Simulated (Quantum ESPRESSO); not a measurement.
```
CELL_PARAMETERS angstrom
      0.00000     2.54094     2.54094
      2.54094     0.00000     2.54094
      2.54094     2.54094     0.00000
ATOMIC_POSITIONS crystal
  Be 0.00000 0.00000 0.00000
  Se 0.75000 0.75000 0.75000
```

Cell and atoms were relaxed with LDA from Materials Project entry mp-1541, within its symmetry.

Task: What does norm-conserving LDA (Quantum ESPRESSO, 88 Ry, scalar-relativistic) give for the electronic structure near the Fermi level?

Result: The LDA gap is indirect, 2.41 eV, from Γ to X; the smallest direct gap is 4.43 eV. Spin-orbit splittings are left out.
